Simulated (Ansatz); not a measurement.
Consider the following.

AlPt:
```
AlPt
1.0
    4.87830     0.00000     0.00000
    0.00000     4.87830     0.00000
    0.00000     0.00000     4.87830
Al Pt
4 4
Direct
  0.84413   0.84413   0.84413
  0.65587   0.15587   0.34413
  0.34413   0.65587   0.15587
  0.15587   0.34413   0.65587
  0.15489   0.15489   0.15489
  0.34511   0.84511   0.65489
  0.65489   0.34511   0.84511
  0.84511   0.65489   0.34511
```

This is the r²SCAN-relaxed structure.

### Question
All from r²SCAN in the plane-wave PAW code Ansatz, unless another level is named. Predict the density of states at the Fermi level.

### Answer
0.10 states/eV per atom (mean over ±0.08 eV).

### Question
And the formation energy from the elements (no fitted shifts)?

### Answer
-1.11 eV/atom.

### Question
And the gap with spin–orbit coupling?

### Answer
none (metallic).

Space group P2_13. The workflow started from a Materials Project entry (that database holds measured and hypothetical structures alike); the Crystallography Open Database copy checked does not list it. With Al and Pt taken as one species the cell has the higher symmetry Pa-3, so it may be an ordered model of a mixed-site phase. Whether it is the stable phase at ambient conditions was not checked. The r²SCAN relaxation kept the symmetry of its start; of distortions, only those at the zone centre were tested. No spin polarisation was allowed. The references are the lowest solids computed at this level, not always the standard phases. Spin–orbit coupling is left out wherever it is not named.

Potentials: the later of the program's two PAW sets.
